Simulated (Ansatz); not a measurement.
SiRh2:
```cif
data_Rh8Si4
_chemical_formula_sum 'Si4 Rh8'
_space_group_name_H-M_alt 'P 1'
_space_group_IT_number 1
_cell_length_a 5.45845
_cell_length_b 3.92002
_cell_length_c 7.36414
_cell_angle_alpha 90.000
_cell_angle_beta 90.000
_cell_angle_gamma 90.000
loop_
_space_group_symop_operation_xyz
  'x, y, z'
loop_
_atom_site_label
_atom_site_type_symbol
_atom_site_fract_x
_atom_site_fract_y
_atom_site_fract_z
_atom_site_occupancy
Si1 Si 0.27669 0.25000 0.89342 1
Si2 Si 0.72331 0.75000 0.10658 1
Si3 Si 0.22331 0.75000 0.39342 1
Si4 Si 0.77669 0.25000 0.60658 1
Rh1 Rh 0.52700 0.75000 0.80400 1
Rh2 Rh 0.47300 0.25000 0.19600 1
Rh3 Rh 0.97300 0.25000 0.30400 1
Rh4 Rh 0.02700 0.75000 0.69600 1
Rh5 Rh 0.84150 0.25000 0.93030 1
Rh6 Rh 0.15850 0.75000 0.06970 1
Rh7 Rh 0.65850 0.75000 0.43030 1
Rh8 Rh 0.34150 0.25000 0.56970 1
```

This is the r²SCAN-relaxed structure.

All from plane-wave PAW r²SCAN (Ansatz code), unless another level is named. Predict the electronic character.

metallic (no gap).

Next, the formation energy from the elements (no fitted shifts)?

-0.75 eV/atom.

Predict the density of states at the Fermi level.

0.76 states/eV per atom (mean over ±0.08 eV).

Space group Pnma. The first step of the workflow began from a Materials Project structure, measured or hypothetical; the Crystallography Open Database copy checked does not list it. Whether it is the stable phase at ambient conditions was not checked. The r²SCAN relaxation kept the symmetry of its start; its stability against distortions is not shown here. The run is not spin-polarised. The references are the lowest solids computed at this level, not always the standard phases. Spin–orbit coupling is left out wherever it is not named.

Potentials: the later of the program's two PAW sets.
